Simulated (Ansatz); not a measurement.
GaNi₃N (anti-perovskite, space group No. 221) under volume change, the program Ansatz at the r²SCAN level (PAW), scaled uniformly.

```csv
V (Å³/atom),E − E(relaxed) (meV/atom),P (GPa)
9.557,(withheld),(withheld)
9.873,28.3,15.31
10.188,6.6,6.99
10.503,0.0,-0.03
10.818,6.0,-5.93
11.133,22.7,-10.91
11.448,(withheld),(withheld)
```

Problem. Fill in the missing entries.

Solution. 
- 9.557, E − E(relaxed) (meV/atom): 67.9
- 9.557, P (GPa): 25.18
- 11.448, E − E(relaxed) (meV/atom): 48.4
- 11.448, P (GPa): -15.09

Problem. What does a third-order Birch–Murnaghan fit give for V₀, B₀ and B′?

Solution. V₀ = 10.50 Å³/atom, B₀ = 214 GPa, B′ = 4.7.

Space group Pm-3m (anti-perovskite). A made-up cell: these elements were put on the sites of a structure type; neither database checked (COD, Materials Project) lists it. Its standing as an ambient phase is unchecked. Symmetry was held in the r²SCAN relaxation; its stability against distortions is not shown here. The workflow began spin-polarised and lost its moments.

Potentials: the later of the program's two PAW sets.
